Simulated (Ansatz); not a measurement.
CaAu₅: pressure against volume

A database entry relaxed whole under r2SCAN (F-43m):

```
Ca Au
1.0
     0.00000    3.89753    3.89753
     3.89753    0.00000    3.89753
     3.89753    3.89753    0.00000
Ca Au
1 5
Direct
  0.00000 0.00000 0.00000
  0.25000 0.25000 0.25000
  0.62468 0.62468 0.62468
  0.12596 0.62468 0.62468
  0.62468 0.62468 0.12596
  0.62468 0.12596 0.62468
```

The cell was scaled uniformly, its shape held, and the atoms relaxed at each volume with plane-wave PAW DFT (Ansatz 0.2.0; r2SCAN, 500 eV, 8×8×8 Γ-centred mesh, fermi-dirac occupations of width 0.100 eV; no spin, no spin-orbit coupling). One row is withheld.

```csv
volume (Å³/atom),energy over the lowest (meV/atom),pressure (GPa)
18.551,28.4,8.27
18.946,12.0,5.15
19.341,?,?
19.735,0.0,0.01
20.130,2.7,-2.10
20.525,10.3,-3.95
20.920,22.2,-5.57
```

Q: Fit the pressures of the other rows to the third-order Birch-Murnaghan form.

A: With f = [(V₀/V)^(2/3) − 1]/2 and P = 3B₀f(1 + 2f)^(5/2)[1 + 3(B₀′ − 4)f/2], least squares gives V₀ = 19.74 Å³ an atom, B₀ = 113 GPa and B₀′ = 5.5; the rows miss the fit by less than 0.01 GPa. The slope of the energies differs from these pressures by less than 0.05 GPa.

Q: What does the withheld row hold?

A: The fit gives 2.41 GPa at 19.341 Å³; the run gave 2.41 GPa and 2.8 meV an atom.

Caveats: the shape of the cell was held; 0 K, fixed nuclei; the symmetry was kept, and this need not be the phase that is stable at 0 K; one mesh for all volumes; pressure is positive in compression.
